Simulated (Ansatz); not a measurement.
P2W:
```xyz
6
Lattice="1.5744 -5.5665 0.0000 1.5744 5.5665 0.0000 0.0000 0.0000 4.9551" Properties=species:S:1:pos:R:3 pbc="T T T"
P      1.5744     4.7863     1.8966
P      1.5744    -4.7863     4.3742
P      1.5744    -3.3069     0.9938
P      1.5744     3.3069     3.4713
W      1.5744     1.0371     2.4759
W      1.5744    -1.0371     4.9535
```

This is the PBEsol-relaxed structure.

All from the program Ansatz at the PBEsol level (PAW), unless another level is named. Estimate the electronic character.

metallic (no gap).

Predict the density of states at the Fermi level.

0.20 states/eV per atom (mean over ±0.08 eV).

Give the formation energy from the elements (no fitted shifts).

-0.49 eV/atom.

Space group Cmc2_1. The workflow started from a Materials Project entry (that database holds measured and hypothetical structures alike); the Crystallography Open Database files this formula in space group No. 36, but the cells were not matched. Its standing as an ambient phase is unchecked. The PBEsol relaxation kept the symmetry of its start; of distortions, only those at the zone centre were tested. No spin polarisation was allowed. The references are the lowest solids computed at this level, not always the standard phases. Scalar-relativistic: spin–orbit coupling is off unless named, which matters more the heavier the elements.

Potentials: the later of the program's two PAW sets.
